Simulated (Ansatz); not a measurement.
LaAlH6 in space group R-3m (No. 166; La on 3b, Al on 3a, H on 18h), DFT-r²SCAN in the program Ansatz with PAW potentials. The conduction-band minimum lies at Γ, with 1 equivalent valley. Second derivatives d²E/dk² of the lowest band at one valley (eV·Å²), along Cartesian directions:

```tsv
direction	d²E/dk²
[100]	27.12
[010]	27.12
[001]	6.297
[110]	27.12
[101]	16.72
[011]	16.72
```

Find the principal effective masses, the density-of-states mass and the conductivity mass.

Off-diagonal terms follow from H_xy = H[110] − (H_xx + H_yy)/2, and m*/mₑ = 7.620 eV·Å² over each eigenvalue: 0.28, 0.28, 1.2. One valley's DOS mass (m₁m₂m₃)^(1/3) = 0.46, conductivity mass 3/(Σ 1/mᵢ) = 0.38 mₑ.

What effective density of states Nc follows at 300 K for parabolic valleys?

Nc = 2.509e19 × 1 × (0.46)^(3/2) ≈ 7.8e18 cm⁻³.

The workflow started from a Materials Project entry (that database holds measured and hypothetical structures alike); the Crystallography Open Database copy checked does not list it. Its standing as an ambient phase is unchecked. The cell was relaxed with r²SCAN under the symmetry of its start; its stability against distortions is not shown here. Scalar-relativistic: spin–orbit coupling is off unless named, which matters more the heavier the elements.

Potentials: the later of the program's two PAW sets.

Edges and masses are those of Kohn–Sham bands, whose gap is no quasiparticle gap.
